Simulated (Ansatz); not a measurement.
CaAu$_{2}$ in space group Imma (No. 74; Ca on 4e, Au on 8h), r²SCAN in the plane-wave PAW code Ansatz, all energies at zero smearing, with the estimated change up to a 700 eV cutoff added, with one set of potentials and settings (totals compare only within such a set). Cell of 6 atoms (2 Ca, 4 Au): -56301.963 eV.

```json
[
 {"element": "Ca", "reference phase": "Fm-3m, 1 atoms in the cell", "E (eV/atom)": "-1821.6752"},
 {"element": "Au", "reference phase": "Fm-3m, 1 atoms in the cell", "E (eV/atom)": "-13163.5078"}
]
```

Formation energy per atom, worked out: (-56301.963 − 2×(-1821.6752) − 4×(-13163.5078))/6 = -0.764 eV/atom (-74 kJ per mol of atoms), at 0 K, without zero-point energy or fitted corrections.

The workflow started from an entry of the Crystallography Open Database (COD). Its standing as an ambient phase is unchecked. The r²SCAN relaxation kept the symmetry of its start; whether a distortion lowers the energy is not shown. The references are the lowest solids computed at this level, not always the standard phases. Scalar-relativistic: spin–orbit coupling is off unless named, which matters more the heavier the elements.

Potentials: the later of the program's two PAW sets.
